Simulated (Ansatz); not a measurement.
A field-response calculation (clamped ions) of CdSe in the wurtzite structure with Ansatz 0.2.0, at the level r2SCAN. The cell was relaxed with r2SCAN and then strained (uniaxial -2.0 % along z, other directions held), with the atoms relaxed again with r2SCAN; k points keep the names of the unstrained zone.

```yaml
crystal:
  lattice:
    - [4.3407236653, 0.0, 0.0]
    - [-2.1703618326, 3.759176965, 0.0]
    - [0.0, 0.0, 6.9351130628]
  atoms:
    - { symbol: Cd, position: [0.3333333333, 0.6666666667, -0.0028197761] }
    - { symbol: Cd, position: [0.6666666667, 0.3333333333, 0.4971802239] }
    - { symbol: Se, position: [0.3333333333, 0.6666666667, 0.3778197761] }
    - { symbol: Se, position: [0.6666666667, 0.3333333333, 0.8778197761] }
kpoints:
  mp_grid: { grid: [6, 6, 4] }
hamiltonian:
  xc: r2scan
scf:
  occupations: { method: fixed }
dielectric: {}
```

In the abridged output below, numbers in square brackets stand for lines, or ends of lines, that were taken out.
```
Pseudopotential: Cd, paw, valence charge 20, recommended cutoff 500 eV (meta_gga)
Pseudopotential: Se, paw, valence charge 16, recommended cutoff 500 eV (meta_gga)
Functional definition: r2SCAN
Crystal: 4 atoms, lattice volume = 113.164 Å³
[1]
[2]
Symmetry: 12 space group operations
k-points: 47 of 144 (irreducible under 2 space group operations, time reversal used)
SCF converged after 9 iterations
Free energy (F): -27495.659008 eV
Fermi energy:    7.101563 eV
--- Dielectric response (ions clamped): 3 representative field directions + reference, inside a basis on a mesh of 600 k-points ---
  ε∞ (high-frequency dielectric tensor):
[3]
  Born effective charges Z* (e; rows j = field, columns β = displacement):
    site 0:
[4]
    site 1:
[5]
    site 2:
[6]
    site 3:
[7]
  ε∞ is read to err by 2.7e-2, Z* by 3.0e-2 e
```

Problem. Fill in the blanks. They hold ε∞ (with the ionic part, where printed), the Born charges, the band count, cutoff and plane waves at Γ.

Solution.
```
[1]
Basis set: ecut = 500 eV, 2863 PW (Γ)
[2]
Bands: 44, of which v1, the nominal top of the filled ones, is band 36 counted from 1 (35 counted from 0)
[3]
        6.350157     0.000000     0.000000
        0.000000     6.350157     0.000000
        0.000000     0.000000     6.369029
[4]
         2.19011    0.00000    0.00000
         0.00000    2.19011    0.00000
         0.00000    0.00000    2.24300
[5]
         2.19011    0.00000    0.00000
         0.00000    2.19011    0.00000
         0.00000    0.00000    2.24300
[6]
        -2.19011    0.00000    0.00000
         0.00000   -2.19011    0.00000
         0.00000    0.00000   -2.24300
[7]
        -2.19011    0.00000    0.00000
         0.00000   -2.19011    0.00000
         0.00000    0.00000   -2.24300
```

Command: `ansatz run input.yaml --threads 2 --pin off --max-ram 29491MiB --backend cpu --events-out ev --progress --plain --runs-dir out`. It took 3.7 min on 2 threads of AMD EPYC 7R13 Processor (Zen 3) (shared host); peak host memory 2.1 GiB.

(Simulation; spin polarisation is off.)
